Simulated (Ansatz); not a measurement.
Input, command and steps of an Ansatz relaxation.

```yaml
crystal:
  lattice:
    - [0.0, 4.2257119434, 4.2257119434]
    - [4.2257119434, 0.0, 4.2257119434]
    - [4.2257119434, 4.2257119434, 0.0]
  atoms:
    - { symbol: Rb, position: [0.25, 0.25, 0.25] }
    - { symbol: Rb, position: [0.75, 0.75, 0.75] }
    - { symbol: Fe, position: [0.0, 0.0, 0.0], spin: 4.11 }
    - { symbol: Cu, position: [0.5, 0.5, 0.5] }
    - { symbol: F, position: [0.238147, 0.238147, 0.761853] }
    - { symbol: F, position: [0.238147, 0.761853, 0.761853] }
    - { symbol: F, position: [0.761853, 0.761853, 0.238147] }
    - { symbol: F, position: [0.238147, 0.761853, 0.238147] }
    - { symbol: F, position: [0.761853, 0.238147, 0.761853] }
    - { symbol: F, position: [0.761853, 0.238147, 0.238147] }
basis:
  ecutwfc: 420
kpoints:
  mp_grid: { grid: [8, 8, 8] }
hamiltonian:
  xc: pbe
scf:
  occupations: { method: gaussian, width: 0.1 }
output:
  forces: true
  stress: true
  eigenvalues: true
  populations: true
magnetization:
  spin_polarized: true
relax:
  adjacent_minimum: "off"
  f_tol: 0.005
  max_steps: 80
  cell: { stress_tol: 0.05 }
```

```bash
ansatz run input.yaml --threads 2 --pin off --max-ram 5120MiB --backend cpu --events-out ev --progress --plain --runs-dir out
```

The calculation used DFT PBE, scalar-relativistic, plane waves, PAW (Ansatz 0.2.0).

Of 4 frames 3 are shown, positions in Å and forces in eV/Å; the SCF threshold varies from step to step. Steps run on the plane waves of an earlier cell, with a Pulay correction in the pressure. The basis is chosen afresh for the last frame, the zero of the energies, and at times for earlier ones too; energy and pressure step there, also at an unchanged geometry.

```xyz
10
Lattice="0.0000 4.2257 4.2257 4.2257 0.0000 4.2257 4.2257 4.2257 0.0000" Properties=species:S:1:pos:R:3:forces:R:3 pbc="T T T" step=1 free_energy_over_end_meV_per_atom=0.00 pressure_GPa=0.04
Rb    2.1129    2.1129    2.1129    0.0000    0.0000    0.0000
Rb    6.3386    6.3386    6.3386    0.0000    0.0000    0.0000
Fe    0.0000    0.0000    0.0000    0.0000    0.0000    0.0000
Cu    4.2257    4.2257    4.2257    0.0000    0.0000    0.0000
F     4.2257    4.2257    2.0127    0.0000    0.0000   -0.0095
F     6.4387    4.2257    4.2257    0.0095    0.0000    0.0000
F     4.2257    4.2257    6.4387    0.0000    0.0000    0.0095
F     4.2257    2.0127    4.2257    0.0000   -0.0095    0.0000
F     4.2257    6.4387    4.2257    0.0000    0.0095    0.0000
F     2.0127    4.2257    4.2257   -0.0095    0.0000    0.0000
10
Lattice="0.0000 4.2266 4.2266 4.2266 0.0000 4.2266 4.2266 4.2266 0.0000" Properties=species:S:1:pos:R:3:forces:R:3 pbc="T T T" step=2 free_energy_over_end_meV_per_atom=0.02 pressure_GPa=0.01
Rb    2.1133    2.1133    2.1133    0.0000    0.0000    0.0000
Rb    6.3399    6.3399    6.3399    0.0000    0.0000    0.0000
Fe    0.0000    0.0000    0.0000    0.0000    0.0000    0.0000
Cu    4.2266    4.2266    4.2266    0.0000    0.0000    0.0000
F     4.2266    4.2266    2.0126    0.0000    0.0000   -0.0071
F     6.4406    4.2266    4.2266    0.0071    0.0000    0.0000
F     4.2266    4.2266    6.4406    0.0000    0.0000    0.0071
F     4.2266    2.0126    4.2266    0.0000   -0.0071    0.0000
F     4.2266    6.4406    4.2266    0.0000    0.0071    0.0000
F     2.0126    4.2266    4.2266   -0.0071    0.0000    0.0000
10
Lattice="0.0000 4.2273 4.2273 4.2273 0.0000 4.2273 4.2273 4.2273 0.0000" Properties=species:S:1:pos:R:3:forces:R:3 pbc="T T T" step=4 free_energy_over_end_meV_per_atom=0.00 pressure_GPa=0.00
Rb    2.1137    2.1137    2.1137    0.0000    0.0000    0.0000
Rb    6.3410    6.3410    6.3410    0.0000    0.0000    0.0000
Fe    0.0000    0.0000    0.0000    0.0000    0.0000    0.0000
Cu    4.2273    4.2273    4.2273    0.0000    0.0000    0.0000
F     4.2273    4.2273    2.0122    0.0000    0.0000   -0.0014
F     6.4425    4.2273    4.2273    0.0014    0.0000    0.0000
F     4.2273    4.2273    6.4425    0.0000    0.0000    0.0014
F     4.2273    2.0122    4.2273    0.0000   -0.0014    0.0000
F     4.2273    6.4425    4.2273    0.0000    0.0014    0.0000
F     2.0122    4.2273    4.2273   -0.0014    0.0000    0.0000
```

The run took 5.7 min on 2 threads of AMD EPYC (Zen 3), with other jobs on the host, peak memory 0.77 GiB.

The cell holds one magnetic atom, so it can only be ferromagnetic; an antiferromagnetic order may lie lower.